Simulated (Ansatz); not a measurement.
**Fields on a plane of Ti (hcp, Mg type)**

```
Ti
1.0
    2.93900     0.00000     0.00000
   -1.46950     2.54525     0.00000
    0.00000     0.00000     4.65011
Ti
2
Cartesian
  0.00000   1.69683   3.48758
  1.46950   0.84842   1.16253
```

The slice is a (1 -1 0 0) plane (indices of the conventional cell) through the point (0.333, 0.667, 0.750) (fractional), spanned by u = [110] and v = [001] in vectors of this cell: u (2.94 Å) and v (4.65 Å, at 90° to u). It covers one period; positions are fractions (u, v).

Atoms on it: Ti at (0.00, 0.00). Other atoms lie within 1 Å of the plane.

Method: PBE (plane waves to 420 eV, PAW, scalar-relativistic; Ansatz, a first-principles code). k mesh 18×18×10. Near the nuclei the fields are pseudised (PAW); where an atom keeps semicore shells as valence, they peak there. Ti is run without spin polarisation. Ti was relaxed with its symmetry unable to fall.

| v \ u | 0.00 | 0.13 | 0.27 | 0.40 | 0.53 | 0.67 | 0.80 | 0.93 |
|---|---|---|---|---|---|---|---|---|
| 0.92 | 0.9 | 0.6 | -0.2 | -0.7 | -0.7 | -0.5 | 0.3 | 0.8 |
| 0.83 | 0.1 | -0.2 | -0.6 | -0.7 | -0.7 | -0.7 | -0.4 | 0.0 |
| 0.75 | -0.6 | -0.7 | -0.7 | -0.7 | -0.7 | -0.7 | -0.7 | -0.6 |
| 0.67 | -0.7 | -0.7 | -0.7 | -0.7 | -0.7 | -0.7 | -0.7 | -0.7 |
| 0.58 | -0.7 | -0.7 | -0.6 | -0.4 | -0.4 | -0.5 | -0.7 | -0.7 |
| 0.50 | -0.6 | -0.6 | -0.5 | -0.2 | -0.1 | -0.4 | -0.6 | -0.6 |
| 0.42 | -0.7 | -0.7 | -0.6 | -0.4 | -0.4 | -0.5 | -0.7 | -0.7 |
| 0.33 | -0.7 | -0.7 | -0.7 | -0.7 | -0.7 | -0.7 | -0.7 | -0.7 |
| 0.25 | -0.6 | -0.7 | -0.7 | -0.7 | -0.7 | -0.7 | -0.7 | -0.6 |
| 0.17 | 0.1 | -0.2 | -0.6 | -0.7 | -0.7 | -0.7 | -0.4 | 0.0 |
| 0.08 | 0.9 | 0.6 | -0.2 | -0.7 | -0.7 | -0.5 | 0.3 | 0.8 |
| 0.00 | 1.0 | 0.9 | 0.1 | -0.6 | -0.7 | -0.4 | 0.6 | 1.0 |

Values: log₁₀ of the valence density in e/Å³. The scale is logarithmic, as a density can span decades between atoms and voids.

| v \ u | 0.00 | 0.13 | 0.27 | 0.40 | 0.53 | 0.67 | 0.80 | 0.93 |
|---|---|---|---|---|---|---|---|---|
| 0.88 | x | x | x | 5.7 | 7.2 | 2.6 | x | x |
| 0.75 | 3.3 | 4.2 | 6.0 | 7.0 | 7.2 | 6.6 | 5.1 | 3.6 |
| 0.62 | 8.6 | 7.6 | 4.6 | 0.4 | <0.0 | 2.6 | 6.3 | 8.4 |
| 0.50 | 8.6 | 6.9 | 1.4 | x | x | x | 4.7 | 8.2 |
| 0.38 | 8.6 | 7.6 | 4.6 | 0.4 | <0.0 | 2.6 | 6.3 | 8.4 |
| 0.25 | 3.3 | 4.2 | 6.0 | 7.0 | 7.2 | 6.6 | 5.1 | 3.6 |
| 0.12 | x | x | x | 5.7 | 7.2 | 2.6 | x | x |
| 0.00 | x | x | x | 3.2 | 5.6 | x | x | x |

Values: electrostatic potential energy of an electron, from the cell's mean, in eV. Points within 1 Å of a nucleus are blanked (x), as the pseudised field means little there. Values under 0 eV are set to 0. The zero, the cell's mean, hangs on the PAW cores.

The density on the Ti–Ti line (2.94 Å) at its midpoint is 0.19 e/Å³ and the ELF at that point is 0.3.
